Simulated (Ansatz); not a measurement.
Ge:
```cif
data_Ge4
_chemical_formula_sum 'Ge4'
_space_group_name_H-M_alt 'P63/mmc'
_space_group_IT_number 194
_space_group_name_Hall '-P 6c 2c'
_cell_length_a 3.99765
_cell_length_b 3.99765
_cell_length_c 6.59411
_cell_angle_alpha 90.000
_cell_angle_beta 90.000
_cell_angle_gamma 120.000
loop_
_atom_site_label
_atom_site_type_symbol
_atom_site_symmetry_multiplicity
_atom_site_Wyckoff_symbol
_atom_site_fract_x
_atom_site_fract_y
_atom_site_fract_z
_atom_site_occupancy
Ge1 Ge 4 f 0.66667 0.33333 0.06285 1
```

Relaxed at zero pressure with PBEsol in the plane-wave PAW code Ansatz.

Problem. The volume is lowered by 6 % and shape and atoms relax at that volume. What pressure results, and how do the axes share the change?

Solution. 4.8 GPa; a -2.1 %, b -2.1 %, c -2.0 %; the energy rises by 19 meV/atom.

Problem. Give the new structure.

Solution. 
Space group P6₃/mmc (No. 194); a = b = 3.915 Å, c = 6.464 Å, α = β = 90.00°, γ = 120.00°

```json
[
 {"atom": "Ge", "site": "4f", "symmetry": "3m.", "x": "0.6667", "y": "0.3333", "z": "0.0631"}
]
```

The phase is kept; no other phase was compared at this pressure.

Space group P6_3/mmc. The first step of the workflow began from a Materials Project structure, measured or hypothetical; the Crystallography Open Database copy checked does not list it. It is not the phase usual at ambient conditions (space group No. 227). Symmetry was held in the PBEsol relaxation; its stability against distortions is not shown here.

Potentials: the later of the program's two PAW sets.
